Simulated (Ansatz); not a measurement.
**Zr started on a Ti site and Zr started on a Ti site, 7.13 Å apart at the start in rutile TiO2, 72 atoms, charge 0**

All numbers below come from DFT, r2SCAN, PAW, plane waves (Ansatz 0.2.0).

Input:

```yaml
crystal:
  lattice:
    - [9.182828, 0.000000, 0.000000]
    - [0.000000, 9.182828, 0.000000]
    - [0.000000, 0.000000, 8.816612]
  atoms:
    - { symbol: Zr, position: [0.999804, 0.000238, 0.000521] }
    - { symbol: Zr, position: [0.500572, 0.500304, 0.333763] }
    - { symbol: Ti, position: [0.000242, 0.000345, 0.338610] }
    - { symbol: Ti, position: [0.000597, 0.999620, 0.662868] }
    - { symbol: Ti, position: [0.999480, 0.500291, 0.997368] }
    - { symbol: Ti, position: [0.001484, 0.500278, 0.331876] }
    - { symbol: Ti, position: [0.000138, 0.500046, 0.664184] }
    - { symbol: Ti, position: [0.500927, 0.001524, 0.997523] }
    - { symbol: Ti, position: [0.500552, 0.999152, 0.330940] }
    - { symbol: Ti, position: [0.499831, 0.999610, 0.664700] }
    - { symbol: Ti, position: [0.499529, 0.499887, 0.995207] }
    - { symbol: Ti, position: [0.500543, 0.499722, 0.671037] }
    - { symbol: Ti, position: [0.250364, 0.250688, 0.165328] }
    - { symbol: Ti, position: [0.246311, 0.244247, 0.499783] }
    - { symbol: Ti, position: [0.254267, 0.255083, 0.830531] }
    - { symbol: Ti, position: [0.250565, 0.750891, 0.164136] }
    - { symbol: Ti, position: [0.250623, 0.749433, 0.499337] }
    - { symbol: Ti, position: [0.249933, 0.750380, 0.830737] }
    - { symbol: Ti, position: [0.750667, 0.251000, 0.166209] }
    - { symbol: Ti, position: [0.749844, 0.249877, 0.499922] }
    - { symbol: Ti, position: [0.750827, 0.249581, 0.830815] }
    - { symbol: Ti, position: [0.750319, 0.749138, 0.165059] }
    - { symbol: Ti, position: [0.755773, 0.755708, 0.499880] }
    - { symbol: Ti, position: [0.744857, 0.745224, 0.830711] }
    - { symbol: O, position: [0.158046, 0.157749, 0.998792] }
    - { symbol: O, position: [0.151417, 0.151252, 0.333302] }
    - { symbol: O, position: [0.152940, 0.152569, 0.668190] }
    - { symbol: O, position: [0.149241, 0.655850, 0.999079] }
    - { symbol: O, position: [0.155960, 0.648971, 0.334160] }
    - { symbol: O, position: [0.151951, 0.651817, 0.666568] }
    - { symbol: O, position: [0.656181, 0.148828, 0.999066] }
    - { symbol: O, position: [0.649282, 0.155731, 0.334058] }
    - { symbol: O, position: [0.652071, 0.151673, 0.666812] }
    - { symbol: O, position: [0.651257, 0.651249, 0.000251] }
    - { symbol: O, position: [0.658297, 0.657767, 0.334912] }
    - { symbol: O, position: [0.652905, 0.652442, 0.665130] }
    - { symbol: O, position: [0.349310, 0.349329, 0.000212] }
    - { symbol: O, position: [0.342810, 0.342673, 0.334879] }
    - { symbol: O, position: [0.347947, 0.348152, 0.665470] }
    - { symbol: O, position: [0.344732, 0.851577, 0.999114] }
    - { symbol: O, position: [0.351640, 0.844893, 0.334334] }
    - { symbol: O, position: [0.348728, 0.848776, 0.666624] }
    - { symbol: O, position: [0.851693, 0.344745, 0.999222] }
    - { symbol: O, position: [0.844790, 0.351478, 0.334235] }
    - { symbol: O, position: [0.848552, 0.348803, 0.666634] }
    - { symbol: O, position: [0.842618, 0.842666, 0.998774] }
    - { symbol: O, position: [0.849434, 0.849444, 0.333323] }
    - { symbol: O, position: [0.847922, 0.847872, 0.668441] }
    - { symbol: O, position: [0.098315, 0.402392, 0.167067] }
    - { symbol: O, position: [0.096605, 0.400878, 0.500371] }
    - { symbol: O, position: [0.099609, 0.403927, 0.833883] }
    - { symbol: O, position: [0.101253, 0.899313, 0.180008] }
    - { symbol: O, position: [0.099194, 0.901502, 0.500663] }
    - { symbol: O, position: [0.101054, 0.899714, 0.820865] }
    - { symbol: O, position: [0.601459, 0.399293, 0.154098] }
    - { symbol: O, position: [0.600878, 0.399220, 0.513319] }
    - { symbol: O, position: [0.599184, 0.401621, 0.833649] }
    - { symbol: O, position: [0.598240, 0.902295, 0.167123] }
    - { symbol: O, position: [0.599848, 0.903816, 0.500394] }
    - { symbol: O, position: [0.596491, 0.900735, 0.833846] }
    - { symbol: O, position: [0.402628, 0.098093, 0.167060] }
    - { symbol: O, position: [0.401155, 0.096730, 0.500407] }
    - { symbol: O, position: [0.404159, 0.099659, 0.833887] }
    - { symbol: O, position: [0.399554, 0.601352, 0.154540] }
    - { symbol: O, position: [0.399884, 0.601069, 0.513197] }
    - { symbol: O, position: [0.401828, 0.599167, 0.833329] }
    - { symbol: O, position: [0.899553, 0.101337, 0.179913] }
    - { symbol: O, position: [0.901696, 0.099037, 0.500882] }
    - { symbol: O, position: [0.900172, 0.101290, 0.820699] }
    - { symbol: O, position: [0.902605, 0.598198, 0.167055] }
    - { symbol: O, position: [0.904175, 0.599729, 0.500256] }
    - { symbol: O, position: [0.901005, 0.596655, 0.834036] }
  symmetry: { detect: false }
kpoints:
  mp_grid: { grid: [1, 1, 1], shift: [0.25, 0.25, 0.25] }
hamiltonian:
  xc: r2scan
scf:
  occupations: { method: fermi_dirac, width: 0.01 }
output:
  forces: true
  eigenvalues: true
  populations: true
  eigenstates: { kpoints: [[0.25, 0.25, 0.25]], e_range: [-6.0, 6.0], localisation: true }
```

Started with:

```sh
ansatz run in.yaml --threads 2 --pin off --max-ram 30400MiB --runs-dir r --events-out ev --progress --plain --backend cuda --devices 0, --max-vram 18GiB
```

Output (machine lines and repeated set-up lines are left out; […] marks rows cut from tables):

```
Pseudopotentials: kind: paw
Functional definition: r2SCAN
  parameter k0 = 0.174
  parameter k1 = 0.065
  parameter a1 = 4.9479
  exchange = r2scan_x(k0 = k0, k1 = k1, a1 = a1)
  correlation = r2scan_c
Crystal: 72 atoms, lattice volume = 743.455 Å³
Basis set: ecut = 500 eV, 18861 PW (Γ), exchange–correlation on 288×288×288 points (64 copies of the dense FFT grid, shifted against one another)
Bands: 360, of which v1, the nominal top of the filled ones, is band 288 counted from 1 (287 counted from 0)
Symmetry: 1 space group operations
k-points: 1
Non-local potential: Zr, projectors of the file, l = 0: 3, l = 1: 2, l = 2: 2, l = 3: 2
Non-local potential: Ti, projectors of the file, l = 0: 3, l = 1: 2, l = 2: 3, l = 3: 1
Non-local potential: O, projectors of the file, l = 0: 2, l = 1: 2, l = 2: 1
PAW form: soft (Blöchl's): semilocal exchange-correlation on the pseudo side does not see the compensation charge
PAW frozen core: Zr, regenerated for the run's functional (the file was generated under x = pbe(κ = 0.804, μ = 0.2195149727645171), c = pbe(β = 0.06672455060314922))
PAW frozen core: Ti, regenerated for the run's functional (the file was generated under x = pbe(κ = 0.804, μ = 0.2195149727645171), c = pbe(β = 0.06672455060314922))
PAW frozen core: O, regenerated for the run's functional (the file was generated under x = pbe(κ = 0.804, μ = 0.2195149727645171), c = pbe(β = 0.06672455060314922))
PAW one-centre angular grid: Zr, 590 points (default); XC on 160 Gauss nodes
PAW one-centre angular grid: Ti, 590 points (default); XC on 160 Gauss nodes
PAW one-centre angular grid: O, 302 points (default); XC on 160 Gauss nodes
Initial density: superposition of atomic densities (neutral atoms: chi_scale 0, normalization atom), corrected by the library's trained network
Initial wavefunctions: pseudopotential atomic-orbital guess
Functional: x = r2scan, c = r2scan; τ floored in thin density (d = 2e-4 eV/Å³)
SCF iter   1: F=—  HF=-90892.879584 eV  |F-HF|=—  |Δ(HF+E_count)|=         —  Δρ=2.62e-2  dr2=5.94e0  dr2_τ=4.83e0  ethr=1.77e-3  ⟨swp⟩=6.0  Hψ=1316  notcnv=0  defer=23
preconditioner: auto → Resta (q_TF=auto, 2.615 Å⁻¹)  ε∞=6.6  [insulator: Δε(μ)=3.127 eV  Ē_g=11.416 eV  σ=0.010 eV  W_gap=1.00  n_scr=234 (ndim 8)  ℏωp=27.1 eV  f_vac=0.015  D(μ)=0.00/eV (n_scr^D=0)  ε∞_Penn≈6.6]
SCF iter   2: F=—  HF=-90893.314369 eV  |F-HF|=—  |Δ(HF+E_count)|=   4.35e-1  Δρ=1.14e-2  dr2=4.66e-1  dr2_τ=2.96e-1  ethr=1.03e-3  ⟨swp⟩=3.0  Hψ=707  notcnv=0  defer=67
SCF iter   3: F=—  HF=-90893.263916 eV  |F-HF|=—  |Δ(HF+E_count)|=   5.05e-2  Δρ=4.02e-3  dr2=7.50e-2  dr2_τ=6.58e-3  ethr=8.09e-5  ⟨swp⟩=2.0  Hψ=490  notcnv=0  defer=67
SCF iter   4: F=—  HF=-90893.263404 eV  |F-HF|=—  |Δ(HF+E_count)|=   5.12e-4  Δρ=1.30e-3  dr2=7.79e-3  dr2_τ=1.60e-3  ethr=1.30e-5  ⟨swp⟩=3.0  Hψ=498  notcnv=0  defer=67
SCF iter   5: F=—  HF=-90893.266644 eV  |F-HF|=—  |Δ(HF+E_count)|=   3.24e-3  Δρ=3.98e-4  dr2=1.03e-3  dr2_τ=1.78e-4  ethr=1.35e-6  ⟨swp⟩=2.0  Hψ=488  notcnv=0  defer=67
SCF iter   6: F=—  HF=-90893.256721 eV  |F-HF|=—  |Δ(HF+E_count)|=   9.92e-3  Δρ=1.34e-4  dr2=1.60e-4  dr2_τ=1.28e-5  ethr=1.79e-7  ⟨swp⟩=2.0  Hψ=484  notcnv=0  defer=67
SCF iter   7: F=—  HF=-90893.256715 eV  |F-HF|=—  |Δ(HF+E_count)|=   6.68e-6  Δρ=6.48e-5  dr2=3.06e-5  dr2_τ=3.85e-6  ethr=2.78e-8  ⟨swp⟩=2.0  Hψ=480  notcnv=0  defer=67
SCF iter   8: F=—  HF=-90893.261118 eV  |F-HF|=—  |Δ(HF+E_count)|=   4.40e-3  Δρ=2.26e-5  dr2=3.83e-6  dr2_τ=2.93e-7  ethr=5.31e-9  ⟨swp⟩=2.0  Hψ=546  notcnv=0  defer=67
SCF iter   9: F=—  HF=-90893.261119 eV  |F-HF|=—  |Δ(HF+E_count)|=   7.08e-7  Δρ=8.78e-6  dr2=6.71e-7  dr2_τ=7.03e-8  ethr=6.64e-10  ⟨swp⟩=2.0  Hψ=483  notcnv=0  defer=67
SCF iter  10: F=-90893.261119 eV  HF=-90893.261119 eV  |F-HF|=3.37e-8  |Δ(HF+E_count)|=   4.38e-8  Δρ=3.38e-6  dr2=7.94e-8  dr2_τ=1.32e-8  ethr=1.74e-11  ⟨swp⟩=8.0  Hψ=1760  notcnv=0
SCF 1 converged in 10 iterations: F = -90893.261119 eV  dr2 = 7.94e-8
  greatest PAW one-centre occupation: 1.000 electrons in one spin orbital (limit 2), on the Ti atom at site 2 (counted from 0), in its partial waves of l = 1
NSCF: frozen V_eff on 1 k-points
SCF converged after 10 iterations
Free energy (F): -90893.261119 eV
Harris-Foulkes:  -90893.261119 eV  (|F-HF|=3.37e-8)
Internal energy: -90893.261119 eV  (E = F + TS)
E sigma→0 (E₀):  -90893.261119 eV
Fermi energy:    10.334147 eV
--- Per-component energies (eV) ---
  E_band       = -4921.757256
  E_kinetic    = 15191.023922
  E_local      = -36305.917990  (includes V_loc(G=0)·N_el)
  E_nonlocal   = 2451.682521
  E_hartree    = 13736.956029
  E_xc         = -5934.198959
  E_vxc        = -8494.078803  (∫ρ·V_xc dr)
  E_paw        = -36807.611527  (= ΣΔE_a)
  E_vpaw       = -5792.170402  (= ΣTr[D̂ρ^β])
  E_aug_tail   = 0.056052  (compensation charges beyond the density's cutoff)
  E_vtau       = 553.729817  (kinetic-family band-sum trace: ∫τ·v_τ [+ j·A + Jᵃ·Aᵃ] dr)
  E_ewald      = -43217.812462
  E_core_change = -7.438705  (= ΣΔE_core)
  E_smearing   = -0.000000  (= −TS)
  E_closure    = -0.000000  (closes the sum)
  Σ components = -90893.261119   (vs F -90893.261119, Δ=0.00e0)
--- Forces (eV/Å), atoms counted from 1 ---
  atom   1  Zr     0.01841614     0.00374247    -0.02778414
  atom   2  Zr     0.00426077     0.00206405    -0.00951957
  atom   3  Ti    -0.00080896    -0.00280157    -0.01750497
  atom   4  Ti    -0.01515437     0.00934218     0.02333883
  atom   5  Ti     0.01177832    -0.00685638     0.02861608
  atom   6  Ti    -0.01325064    -0.01488265     0.01895259
  atom   7  Ti    -0.01018566    -0.00952228     0.02892806
  atom   8  Ti    -0.01130554    -0.00877972     0.02219748
  atom   9  Ti     0.00806079     0.01536749     0.03923533
  atom  10  Ti     0.00745670     0.00722061     0.01779578
  atom  11  Ti     0.01294135     0.00166794     0.00548189
  atom  12  Ti     0.00436442     0.01261640    -0.01112937
  atom  13  Ti     0.00791532     0.00352574     0.02525932
  atom  14  Ti    -0.00219209     0.01384225     0.00936608
  atom  15  Ti     0.00601368     0.00456070     0.02716811
  atom  16  Ti     0.01215505    -0.01418999     0.03317706
  atom  17  Ti    -0.01239035     0.00955510     0.04187073
  atom  18  Ti     0.02060780    -0.01438834    -0.01507625
  atom  19  Ti    -0.00461421    -0.00214739    -0.00419052
  atom  20  Ti     0.00965606    -0.01158011     0.03885455
  atom  21  Ti    -0.02280102     0.02914766    -0.00217408
  atom  22  Ti    -0.00399615     0.00685840     0.03196814
  atom  23  Ti    -0.00240954    -0.01707012    -0.00361034
  atom  24  Ti    -0.00153629     0.00593277     0.03307072
  atom  25  O      0.02077312     0.02040682    -0.00220819
  atom  26  O     -0.01191320    -0.01334307    -0.00731664
  atom  27  O     -0.00900076    -0.00827580    -0.00694873
  atom  28  O     -0.02287023     0.00538762     0.00286180
  atom  29  O      0.00608076    -0.02070484    -0.00921594
  atom  30  O     -0.01592163    -0.01450218     0.00240768
  atom  31  O      0.00453704    -0.01884209     0.00622057
  atom  32  O     -0.03065860    -0.00236758     0.00183927
  atom  33  O     -0.01934375    -0.02079340    -0.00406005
  atom  34  O     -0.01039613    -0.01536767     0.00331408
  atom  35  O      0.02017644     0.02651160    -0.02276295
  atom  36  O     -0.01738143    -0.01484747     0.01188624
  atom  37  O      0.00350140     0.00619369    -0.00373649
  atom  38  O     -0.03013953    -0.03089867    -0.02422931
  atom  39  O      0.00364451    -0.00484447     0.01211099
  atom  40  O     -0.00515867     0.02172992    -0.00072594
  atom  41  O      0.02061291    -0.00563051    -0.01267927
  atom  42  O      0.01808616     0.01246092    -0.00451462
  atom  43  O      0.02826951    -0.00009718    -0.00073280
  atom  44  O      0.00686521     0.03297114     0.00134485
  atom  45  O      0.02726090     0.02481253     0.00183198
  atom  46  O     -0.02914799    -0.03121240    -0.00547743
  atom  47  O      0.01554359     0.01469380    -0.01684530
  atom  48  O      0.02431938     0.02185158    -0.00160600
  atom  49  O      0.01292291    -0.01639659    -0.01318944
  atom  50  O      0.01474801    -0.02241491    -0.02000678
  atom  51  O      0.03041688    -0.01532781    -0.01773786
  atom  52  O      0.03851831    -0.03794674    -0.00641319
  atom  53  O     -0.00330743     0.00366825    -0.00522222
  atom  54  O      0.02766859    -0.02972055     0.00406635
  atom  55  O      0.01725612    -0.02118194    -0.00807645
  atom  56  O      0.02888932    -0.02526564    -0.00024344
  atom  57  O     -0.00939293     0.00219425    -0.00919666
  atom  58  O      0.01364883    -0.01177246    -0.01396601
  atom  59  O      0.00547981     0.00460985    -0.02283401
  atom  60  O      0.01567770    -0.02232011    -0.01573491
  atom  61  O     -0.01436470     0.01640842    -0.00690872
  atom  62  O     -0.01866794     0.00471649    -0.02262972
  atom  63  O     -0.01771181     0.03322498    -0.02403767
  atom  64  O     -0.03867679     0.03694462    -0.02241908
  atom  65  O     -0.03406969     0.02606414     0.00850115
  atom  66  O      0.00000554    -0.00779940     0.00131768
  atom  67  O     -0.04146368     0.03880775     0.01332123
  atom  68  O      0.01243653    -0.01222464    -0.01189169
  atom  69  O     -0.02587392     0.01332705    -0.00757715
  atom  70  O     -0.01096166     0.01133015    -0.00785265
  atom  71  O      0.00033861     0.01339033    -0.01755164
  atom  72  O     -0.02425205     0.00918774    -0.02874810
  max |Σ_I F_I| component: 2.07e-5 eV/Å
--- Band table (eV) ---
  k-point 0: bands = ["-49.8796", "-49.8732", "-49.8544", "-49.8529", "-49.8478", "-49.8435", "-49.8418", "-49.8399", "-49.8336", "-49.8315", "-49.8246", "-49.8224", "-49.8191", "-49.8165", "-49.8077", "-49.8058", "-49.8013", "-49.7975", "-49.7523", "-49.7479", "-49.7132", "-49.7118", "-39.8887", "-39.8860", "-25.3721", "-25.3646", "-25.3438", "-25.3311", "-25.3217", "-25.3185", "-25.2589", "-25.2 …
--- Löwdin populations: 72 sites ---
  site symbol       q [e]
     0     Zr     10.4928
     1     Zr     10.4932
     2     Ti     10.5731
     3     Ti     10.5674
     4     Ti     10.5474
     5     Ti     10.5467
     6     Ti     10.5481
     7     Ti     10.5476
     8     Ti     10.5471
     9     Ti     10.5477
    10     Ti     10.5727
    11     Ti     10.5675
    12     Ti     10.5472
    13     Ti     10.5516
    14     Ti     10.5513
    15     Ti     10.5526
    16     Ti     10.5501
    17     Ti     10.5502
    18     Ti     10.5526
    19     Ti     10.5505
    20     Ti     10.5500
    21     Ti     10.5473
    22     Ti     10.5521
    23     Ti     10.5523
    24      O      6.6758
    25      O      6.6800
    26      O      6.6817
    27      O      6.6914
    28      O      6.6921
    29      O      6.6795
    30      O      6.6933
    31      O      6.6920
    32      O      6.6790
    33      O      6.6801
    34      O      6.6765
    35      O      6.6813
    36      O      6.6810
    37      O      6.6765
    38      O      6.6818
    39      O      6.6913
    40      O      6.6924
    41      O      6.6789
    42      O      6.6926
    43      O      6.6921
    44      O      6.6790
    45      O      6.6764
    46      O      6.6810
    47      O      6.6823
    48      O      6.6938
    49      O      6.6896
    50      O      6.6899
    51      O      6.6825
    52      O      6.6829
    53      O      6.6726
    54      O      6.6833
    55      O      6.6721
    56      O      6.6828
    57      O      6.6926
    58      O      6.6906
    59      O      6.6896
    60      O      6.6934
    61      O      6.6905
    62      O      6.6896
    63      O      6.6840
    64      O      6.6724
    65      O      6.6829
    66      O      6.6823
    67      O      6.6831
    68      O      6.6728
    69      O      6.6939
    70      O      6.6895
    71      O      6.6896
  spilling = 0.003449 (of n_electrons = 576.000000)
```

Total energies depend on the potentials used, so only differences within one code and one set of settings carry meaning.

The atoms are those of an earlier PBEsol relaxation. One k point and one spin start were run, so the state needn't be the lowest, and an added charge can sit in a band of the host.

Time: 20 s of wall time on one NVIDIA H100 with 2 processor threads, on a host shared with other runs; peak host memory 2.5 GiB.
